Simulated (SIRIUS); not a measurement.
Input and output of a self-consistent single point for SnTe (C2/m, 2 atoms in the cell; from Materials Project mp-1883, changed as shown) (SIRIUS).

Method: PBE, GBRV PBE ultrasoft pseudopotentials (plane waves; SIRIUS 7.12.0).

The change in words: lattice vector a scaled by 1.01. Reference geometry (Fm-3m):
```yaml
crystal:
  lattice:
    - [0.00000, 3.18581, 3.18581]
    - [3.18581, 0.00000, 3.18581]
    - [3.18581, 3.18581, 0.00000]
  atoms:
    - { symbol: Sn, position: [0.00000, 0.00000, 0.00000] }
    - { symbol: Te, position: [0.50000, 0.50000, 0.50000] }
```

Reference input (self-consistent single point, DFT, PBE, plane waves, GBRV PBE ultrasoft pseudopotentials): parameters.ngridk = 6 6 6; parameters.xc_functionals = [XC_GGA_X_PBE, XC_GGA_C_PBE]; parameters.gk_cutoff = 6.325 1/bohr; parameters.pw_cutoff = 14.143 1/bohr; parameters.smearing = fermi_dirac; parameters.smearing_width = 0.00367493 Ha; potentials = GBRV PBE ultrasoft pseudopotentials; parameters.electronic_structure_method = pseudopotential; parameters.num_bands = 14; parameters.num_mag_dims = 0; parameters.num_dft_iter = 100; parameters.energy_tol = 1e-07 Ha. This run's input differs from it in these lines:

```diff
@@ -32,7 +32,7 @@
     "lattice_vectors": [
-      [0.0, 0.707106792, 0.707106792],
-      [0.707106792, 0.0, 0.707106792],
-      [0.707106792, 0.707106792, 0.0]
+      [0.0, 0.7071067714, 0.7071067714],
+      [0.7001057469, 0.0, 0.7001057469],
+      [0.7001057469, 0.7001057469, 0.0]
     ],
-    "lattice_vectors_scale": 8.514015,
+    "lattice_vectors_scale": 8.599155,
     "atom_coordinate_units": "A",
@@ -48,3 +48,3 @@
       "Te": [
-        [3.185815, 3.185815, 3.185815]
+        [3.185815, 3.201744, 3.201744]
       ]
```

Output (repeated stretches shortened):

```
[find] density tolerance         : 1e-06
[find] total energy tolerance    : 1e-07
[find] iter_solver_tol (initial) : 0.01
[find] iter_solver_tol (target)  : 1e-13
[find] num_dft_iter              : 100
Charges and magnetic moments
--------------------------------------------------------------------------------
total charge          : 20.000000
[find] | SCF iteration   0 out of 100|
[diagonalize] iterative solver tolerance (occupied, empty): 0.01 0.01
[diagonalize] average number of iterations: 4.33824
[find] Charges and magnetic moments
[find] total charge          : 20.000000
[find] Energy
   [... lines left out ...]

[find] Charges and magnetic moments
[find] total charge          : 20.000000
[find] Energy
[find] smearing (-TS)                 :      -0.00025971
[find] Total energy                   :     -92.88965419 (Ha),    -185.77930838 (Ry)
[find] Free energy (E-TS)             :     -92.88991390 (Ha),    -185.77982781 (Ry)
[find] band gap (eV)                  :       0.00000000
[find] Efermi                         :       0.28096205
[find] iteration : 24, RMS (target) : 7.4314e-07 (1.0000e-06) , energy difference (target) : -1.0391e-10 (1.0000e-07)
[find] bands are converged : true
[find] iterative solver converged : false
[find] converged after 25 SCF iterations!
[find] Charges and magnetic moments
[find] total charge          : 20.000000
[find] Energy
[find] smearing (-TS)                 :      -0.00025971
[find] Total energy                   :     -92.88965419 (Ha),    -185.77930838 (Ry)
[find] Free energy (E-TS)             :     -92.88991390 (Ha),    -185.77982781 (Ry)
[find] band gap (eV)                  :       0.00000000
[find] Efermi                         :       0.28096205
[ground_state] === stress tensor components [kbar] ===
[ground_state] === stress_total ===
[ground_state]    -4.905139   -0.554683   -0.554683
[ground_state]    -0.554683    0.453605    1.125918
[ground_state]    -0.554683    1.125918    0.453605
[ground_state] ==== total Forces in Ha/bohr =====
[ground_state] atom:    0, force:       0.0000000      0.0000000      0.0000000
[ground_state] atom:    1, force:       0.0000000      0.0000000      0.0000000
```

The run converged in 25 iterations. SIRIUS prints the stress tensor with tension positive. Against the reference run the free energy is nearly the same (within 1 meV/atom) and the pressure goes from 0.55 to 0.13 GPa.

The structure comes from a collection of computed structures, made at another level of theory; the collection holds predicted forms beside known ones. No clean gap shows at this smearing width and mesh (spacing up to 0.28 Å⁻¹); the mesh is coarse for partly filled bands, so the values carry mesh errors. Semi-local functionals can close small gaps.

Cost on one core: very roughly 110 core-seconds.
